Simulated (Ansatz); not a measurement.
GaS:
```
CELL_PARAMETERS angstrom
      3.59053     0.00000     0.00000
     -1.79527     3.10949     0.00000
      0.00000     0.00000    15.44702
ATOMIC_POSITIONS crystal
  Ga 0.33333 0.66667 0.17077
  Ga 0.66667 0.33333 0.67077
  Ga 0.33333 0.66667 0.32923
  Ga 0.66667 0.33333 0.82923
  S  0.33333 0.66667 0.60033
  S  0.66667 0.33333 0.10033
  S  0.33333 0.66667 0.89967
  S  0.66667 0.33333 0.39967
```

Relaxed with PBE+D3(BJ). Special points in fractions of this cell's reciprocal vectors: Γ (0.000, 0.000, 0.000); M (0.500, 0.000, 0.000); K (0.333, 0.333, 0.000); A (0.000, 0.000, 0.500); L (0.500, 0.000, 0.500); H (0.333, 0.333, 0.500).

Problem. List the band energies nearest the valence-band maximum at these points for plane-wave PAW PBE+D3(BJ) with spin–orbit coupling (Ansatz code).

Solution. In eV from the valence-band maximum; about four levels below and three above (degenerate sets whole), none deeper than 8.9 eV; points with the same levels are listed once.

```
k                    below                above
-  -----------------------  -------------------
Γ    -1.38 -1.38 0.00 0.00  1.65 1.65 2.34 2.34
M  -2.23 -2.23 -1.67 -1.67  1.55 1.55 1.71 1.71
K  -2.01 -2.01 -1.99 -1.99  1.74 1.74 2.27 2.27
A  -0.72 -0.72 -0.72 -0.72  2.08 2.08 2.08 2.08
L  -1.94 -1.94 -1.94 -1.94  1.77 1.77 1.77 1.77
H  -1.88 -1.88 -1.86 -1.86  1.96 1.96 1.98 1.98
```

Space group P6_3/mmc. Symmetry was held in the PBE+D3(BJ) relaxation.

Potentials: the later of the program's two PAW sets.
